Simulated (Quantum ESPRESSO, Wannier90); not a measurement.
## Tight-binding from DFT: MgBr₂ (CdI2 type)

```xyz
3
Lattice="3.8575 0.0000 0.0000 -1.9287 3.3407 0.0000 0.0000 0.0000 6.4019" Properties=species:S:1:pos:R:3 pbc="T T T"
Mg     0.0000     0.0000     0.0000
Br     1.9287    -1.1136     1.4947
Br    -1.9287     1.1136    -1.4947
```

Materials Project entry mp-30034; symmetrised, unrelaxed at this level. COD (Crystallography Open Database) has an entry of this formula and space group (matched by these alone). Computed values, not measurements, from PBEsol: Quantum ESPRESSO (norm-conserving PseudoDojo potentials, cutoff 68 Ry, no spin polarisation, no spin-orbit coupling) on a Γ-centred 12×12×6 mesh, then Wannier90. Density: 12×12×6 mesh, cold smearing 0.01 Ry. The cell is built of weakly bound layers, chains or molecules, whose nearest atoms lie 4.07 Å apart. Database cells relaxed without dispersion often hold them too far apart, which can enlarge gaps and weakens couplings between them; spacing and stacking were not compared with the measured crystal. Spin-orbit coupling, left out, would split the p-like bands by a few tenths of an eV.

Bands 5-6 form an isolated set from -13.79 to -12.98 eV relative to the valence-band maximum (on the path) and are turned into 2 Wannier functions by minimising the spread from the start: atomic waves Br 4s.

Where do the functions sit, how wide are they and what are they made of?


```tsv
functions	spread (Å²)	nearest atom, distance (Å)	second atom, distance (Å)	weight on atomic waves
2	0.98	Br 0.07	Mg 2.65	Br 4s 95 %, Mg 3s 4 %
```

Ω_I = 1.96 Å², Ω_total = 1.96 Å²; the interpolated bands follow pw.x to 0.0 meV rms on the path. Only this start was tried; a symmetric start can stop on a saddle, and mixtures of these functions could lower the total by at most Ω_total − Ω_I.
